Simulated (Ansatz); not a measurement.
An Ansatz run on an ordered 8-atom cell of LaAl₃N₄ on the wurtzite lattice (Cm) (it has left that coordination) left the output below. The cell was relaxed beforehand with r2SCAN.

The cell:
```cif
data_structure
_symmetry_space_group_name_H-M 'P 1'
_symmetry_Int_Tables_number 1
_cell_length_a 6.3335
_cell_length_b 6.3335
_cell_length_c 5.4564
_cell_angle_alpha 101.810
_cell_angle_beta 101.810
_cell_angle_gamma 30.173
_cell_volume 107.51
loop_
_atom_site_label
_atom_site_type_symbol
_atom_site_fract_x
_atom_site_fract_y
_atom_site_fract_z
_atom_site_occupancy
Al1 Al 0.98039 0.98039 0.29554 1
Al2 Al 0.33906 0.33906 0.03046 1
N1 N 0.81955 0.81955 0.17055 1
N2 N 0.04934 0.04934 0.63862 1
Al3 Al 0.49700 0.49700 0.77499 1
La1 La 0.71814 0.71814 0.50361 1
N3 N 0.33821 0.33821 0.69694 1
N4 N 0.50831 0.50831 0.13930 1
```

The log, with set-up remarks and timings taken out:
```
scf.n_extra_bands = 6 over 20 filled bands (N_el = 40.0): the run solves 26 bands
Functional definition: PBE
Crystal: 8 atoms, lattice volume = 107.508 Å³
Basis set: ecut = 420 eV, 2123 PW (Γ)
Symmetry: 2 space group operations
Space group: Cm (ITA 8)
k-points: 114 of 384 (time reversal used)
preconditioner: auto → Resta (q_TF=auto, 2.314 Å⁻¹)  ε∞=5.4  [insulator: Δε(μ)=2.034 eV  σ=0.020 eV  ℏωp=22.1 eV]
SCF 1 converged in 8 iterations: F = -9407.677376 eV  dr2 = 1.83e-8
Free energy (F): -9407.677376 eV
Fermi energy:    9.195224 eV
--- Per-component energies (eV) ---
  E_band       = 8.024007
  E_kinetic    = 800.123116
  E_local      = -1354.453858
  E_nonlocal   = 308.014726
  E_hartree    = 477.488804
  E_xc         = -505.536307
  E_vxc        = -548.540712
  E_paw        = -7328.923117
  E_vpaw       = -152.099752
  E_ewald      = -1804.391121
--- Forces (eV/Å), atoms counted from 1 ---
  atom   1  Al      0.03984      0.00000      0.06037
  atom   2  Al    -0.14866      0.00000      0.01126
  atom   3  N     -0.27236      0.00000      0.07871
  atom   4  N       0.15980      0.00000      0.14046
  atom   5  Al      0.11334      0.00000    -0.00711
  atom   6  La    -0.01358      0.00000    -0.01883
  atom   7  N     -0.08255      0.00000    -0.29783
  atom   8  N       0.20415      0.00000      0.03298
--- Stress (GPa, compression-positive) ---
        2.426342       0.000000      -0.093963
        0.000000       3.256209       0.000000
       -0.093993       0.000000       3.040559
  P = ⅓ Tr σ = 2.9077 GPa (29.077 kbar)
--- Band table (eV; the first three rows and the last of 114) ---
  k-point 0: bands = […, 6.5580, 6.8004, 6.8066, 7.2861, 7.5192, 7.5616, 10.1988, 10.8218, 11.9366, 12.3518, …]
  k-point 1: bands = […, 6.4524, 6.6682, 6.7480, 7.1909, 7.4899, 7.5283, 10.3944, 10.8950, 11.9249, 12.3676, …]
  k-point 2: bands = […, 6.2224, 6.5747, 6.6215, 7.1490, 7.3870, 7.5455, 10.4143, 11.4164, 11.9297, 12.3411, …]
  k-point 113: bands = […, 6.1521, 6.3609, 6.6098, 6.9421, 7.3558, 7.5133, 10.6144, 11.6753, 12.0844, 12.4004, …]
```

Q: Write the input file that gave this output, leaving the band path aside.

A:
```yaml
crystal:
  # lattice and atoms as above
kpoints:
  mp_grid: { grid: [8, 8, 6] }
hamiltonian:
  xc: pbe
scf:
  occupations: { method: fermi_dirac, width: 0.02 }
  n_extra_bands: 6
output:
  forces: true
  stress: true
  eigenvalues: true
```
A single point prints forces and stress when the output block asks for them. Keys that only write grids to files are left aside. Not every key shows in the log; this is the file that was used.

Command: `ansatz run input.yaml --threads 4 --pin off --max-ram 6451MiB --backend cpu --events-out ev --progress --plain --runs-dir out`. It took 16 s on 4 threads of Arm Neoverse V2 (shared host), load about 0.7 per core; peak host memory 0.58 GiB.

No spin polarisation. The prototype was imposed, so other structures may be more stable.

The runs are scalar-relativistic, without spin-orbit coupling.
